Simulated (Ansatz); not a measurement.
Given:

NaAu2:
```yaml
crystal:
  lattice:
    - [0.00000, 3.92545, 3.92545]
    - [3.92545, 0.00000, 3.92545]
    - [3.92545, 3.92545, 0.00000]
  atoms:
    - { symbol: Na, position: [0.50000, 0.50000, 0.50000] }
    - { symbol: Na, position: [0.75000, 0.75000, 0.75000] }
    - { symbol: Au, position: [0.12500, 0.12500, 0.12500] }
    - { symbol: Au, position: [0.62500, 0.12500, 0.12500] }
    - { symbol: Au, position: [0.12500, 0.12500, 0.62500] }
    - { symbol: Au, position: [0.12500, 0.62500, 0.12500] }
```

This is the r²SCAN-relaxed structure.

**Question.** All from the program Ansatz at the r²SCAN level (PAW), unless another level is named. Predict the density of states at the Fermi level.

**Answer.** 0.25 states/eV per atom (mean over ±0.08 eV).

**Question.** What about the formation energy from the elements (no fitted shifts)?

**Answer.** -0.39 eV/atom.

**Question.** What about the gap with spin–orbit coupling?

**Answer.** none (metallic).

Space group Fd-3m (cubic Laves (MgCu2 type)). The workflow started from an entry of the Crystallography Open Database (COD). Whether it is the stable phase at ambient conditions was not checked. Symmetry was held in the r²SCAN relaxation; whether a distortion lowers the energy is not shown. The references are the lowest solids computed at this level, not always the standard phases. Spin–orbit coupling is left out wherever it is not named.

Potentials: the later of the program's two PAW sets.
